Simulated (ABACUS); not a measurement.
Worked example: self-consistent single point of BaTiO3 (Pm-3m, 5 atoms in the cell; from Materials Project mp-2998, changed as shown) in ABACUS.

Level of theory: PBE, PseudoDojo 0.5 standard norm-conserving PBE (tails mended) pseudopotentials (plane waves; ABACUS).

The change in words: volume scaled by 0.96. Reference geometry (Pm-3m):
```
BaTiO3
1.0
    3.98644     0.00000     0.00000
    0.00000     3.98644     0.00000
    0.00000     0.00000     3.98644
Ba Ti O
1 1 3
Direct
  0.50000   0.50000   0.50000
  0.00000   0.00000   0.00000
  0.50000   0.00000   0.00000
  0.00000   0.50000   0.00000
  0.00000   0.00000   0.50000
```

Reference input (self-consistent single point, DFT, PBE, plane waves, PseudoDojo 0.5 standard norm-conserving PBE (tails mended) pseudopotentials): KPT = Gamma 6 6 6 0 0 0; basis_type = pw; ecutwfc = 84 Ry; smearing_method = gaussian; smearing_sigma = 0.00146997 Ry; potentials = PseudoDojo 0.5 standard norm-conserving PBE (tails mended); symmetry = 1; symmetry_prec = 1e-05; ks_solver = dav_subspace; scf_nmax = 100; scf_thr = 1.0e-09 Ry; mixing_type = pulay. This run's input differs from it in these lines:

```diff
@@ -27,5 +27,5 @@
 LATTICE_VECTORS
-   7.5332779225    0.0000000000    0.0000000000
-   0.0000000000    7.5332779225    0.0000000000
-   0.0000000000    0.0000000000    7.5332779225
+   7.4314651481    0.0000000000    0.0000000000
+   0.0000000000    7.4314651481    0.0000000000
+   0.0000000000    0.0000000000    7.4314651481
 
@@ -37,3 +37,3 @@
 1
-   3.7666389613    3.7666389613    3.7666389613 1 1 1
+   3.7157325741    3.7157325741    3.7157325741 1 1 1
 
@@ -47,5 +47,5 @@
 3
-   3.7666389613    0.0000000000    0.0000000000 1 1 1
-   0.0000000000    3.7666389613    0.0000000000 1 1 1
-   0.0000000000    0.0000000000    3.7666389613 1 1 1
+   3.7157325741    0.0000000000    0.0000000000 1 1 1
+   0.0000000000    3.7157325741    0.0000000000 1 1 1
+   0.0000000000    0.0000000000    3.7157325741 1 1 1
 # file: KPT
```

Output (repeated stretches shortened):

```
 SELF-CONSISTENT
 -------------------------------------------
                                 init_chg = atomic

 PW ALGORITHM --------------- ION=   1  ELEC=   1--------------------------------

 Density error is 1.81295199121
                          Error Threshold = 0.01
 E_KohnSham     -273.6111322591      -3722.6704349556
 E_Fermi        0.7204951033         9.8028387861

 PW ALGORITHM --------------- ION=   1  ELEC=   2--------------------------------

 Density error is 24.8435199967
                          Error Threshold = 0.00453237997803
 E_KohnSham     -270.6856072993      -3682.8666258607
   [... lines left out ...]

 Density error is 1.82836645776e-09
                          Error Threshold = 1.57444676166e-11
 E_KohnSham     -274.5854711770      -3735.9269960226
 E_Fermi        0.8470559798         11.5247878505

 PW ALGORITHM --------------- ION=   1  ELEC=  13--------------------------------

 Density error is 1.01000025386e-12
                          Error Threshold = 4.57091614439e-12
 E_KohnSham     -274.5854711774      -3735.9269960268
 E_KS(sigma->0) -274.5854711774      -3735.9269960268
 E_entropy(-TS) -0.0000000000        -0.0000000000
 E_Fermi        0.8470554704         11.5247809199
 charge density convergence is achieved
 final etot is -3735.926996 eV
 EFERMI = 11.52478092 eV

 STATE ENERGY(eV) AND OCCUPATIONS    NSPIN == 1
   [... 27 lines left out ...]

 TOTAL-FORCE (eV/Angstrom)
                       Ba1         0.0000000000         0.0000000000         0.0000000000
                       Ti1         0.0000000000         0.0000000000         0.0000000000
                        O1         0.0000000000         0.0000000000         0.0000000000
                        O2         0.0000000000         0.0000000000         0.0000000000
                        O3         0.0000000000         0.0000000000         0.0000000000

 TOTAL-STRESS (KBAR)
       118.1671157601         0.0000000000         0.0000000000
         0.0000000000       118.1671157601         0.0000000000
         0.0000000000         0.0000000000       118.1671157601
 TOTAL-PRESSURE: 118.167116 KBAR

 --------------------------------------------
 !FINAL_ETOT_IS -3735.9269960267574788 eV
 --------------------------------------------
```

The run converged in 13 iterations. Against the reference run the free energy goes up by 24.3 meV/atom, the pressure goes from 3.77 to 11.82 GPa and the gap on the mesh goes from 1.852 to 1.940 eV.

The structure comes from a collection of computed structures, made at another level of theory; the collection holds predicted forms beside known ones. Its lattice was then scaled.

Cost on one core: around 90 core-seconds (rough).

“Tails mended”: in these copies of the files the far tail of each local potential was reset to the Coulomb form.
